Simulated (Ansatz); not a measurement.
B:
```xyz
4
Lattice="-2.3165 2.3165 2.3165 2.3165 -2.3165 2.3165 2.3165 2.3165 -2.3165" Properties=species:S:1:pos:R:3 pbc="T T T"
B      1.7373     0.5791    -0.5791
B      0.5791    -0.5791     1.7373
B     -0.5791     1.7373     0.5791
B      0.5791     0.5791     0.5791
```

Relaxed with PBEsol. Special points in fractions of this cell's reciprocal vectors: Γ (0.000, 0.000, 0.000); H (0.500, -0.500, 0.500); N (0.000, 0.000, 0.500); P (0.250, 0.250, 0.250).

List the band energies nearest the valence-band maximum at these points for the program Ansatz at the PBEsol level (PAW).

In eV from the valence-band maximum; about four levels below and three above (degenerate sets whole), none deeper than 8.9 eV; points with the same levels are listed once.

```json
[
 {"k": "Γ", "below": "-3.03 -3.03 -3.03 -1.68 -1.68", "above": "1.43 1.43 1.43"},
 {"k": "H", "below": "-7.09 -7.09 -7.09 -2.56 -2.56 -2.56", "above": "4.60 4.92 4.92 4.92"},
 {"k": "N", "below": "-4.23 -2.29 -2.23 -1.40", "above": "2.83 3.99 4.07"},
 {"k": "P", "below": "-4.63 -4.63 -0.13 -0.13", "above": "3.37 3.37 4.89 4.89"}
]
```

Space group I4_132. The start of the workflow was typed in or built on a structure type; neither database checked (COD, Materials Project) lists it. It is not the phase usual at ambient conditions (space group No. 166). Symmetry was held in the PBEsol relaxation; phonons on a q-mesh show weakly imaginary modes.

Potentials: the later of the program's two PAW sets.
